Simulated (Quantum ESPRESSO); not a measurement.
Parts of the isotropic shielding in MoS2, by PBE GIPAW (a modified build of Quantum ESPRESSO, JTH PAW datasets), 20 Ha, k-mesh 9×9×2 shifted:

```yaml
crystal:
  lattice:
    - [3.19224, 0.00000, 0.00000]
    - [-1.59612, 2.76456, 0.00000]
    - [0.00000, 0.00000, 13.37829]
  atoms:
    - { symbol: Mo, position: [0.66667, 0.33333, 0.25000] }
    - { symbol: Mo, position: [0.33333, 0.66667, 0.75000] }
    - { symbol: S, position: [0.66667, 0.33333, 0.63308] }
    - { symbol: S, position: [0.33333, 0.66667, 0.36692] }
    - { symbol: S, position: [0.33333, 0.66667, 0.13308] }
    - { symbol: S, position: [0.66667, 0.33333, 0.86692] }
```
The cell comes from the Materials Project (a computed structure). It is MoS2 in P6₃/mmc. Stability against distortions was not tested. The layers lie 3.6 Å apart; this gap hangs on dispersion, and neither it nor the stacking was checked against the measured crystal. The run has no spin polarisation.

The core term is that of the free atom's frozen core; the paramagnetic column sums the reconstruction terms. Shieldings are absolute and leave out the bulk-susceptibility term; a larger σ means a smaller chemical shift. In our sweeps, cutoffs and meshes of this size left a few ppm, and up to some 20 ppm on atoms from Zn on. Spin–orbit coupling is left out; its weight grows with the heaviest atom, Mo here. The datasets of S hold no d projectors, which limits absolute σ on these atoms.

```json
[
 {"site": "Mo (atoms 1, 2)", "core": "3896.6", "bare (smooth current)": "-39.2", "diamagnetic correction": "118.8", "paramagnetic corrections": "(withheld)", "σ_iso (ppm)": "(withheld)"},
 {"site": "S (atoms 3, 4, 5, 6)", "core": "979.8", "bare (smooth current)": "-6.9", "diamagnetic correction": "-10.7", "paramagnetic corrections": "(withheld)", "σ_iso (ppm)": "(withheld)"}
]
```

Problem. Some entries are withheld; supply them.

Solution. 
- Mo (atoms 1, 2), paramagnetic corrections: -3718.4
- Mo (atoms 1, 2), σ_iso (ppm): 257.7
- S (atoms 3, 4, 5, 6), paramagnetic corrections: -819.0
- S (atoms 3, 4, 5, 6), σ_iso (ppm): 143.1
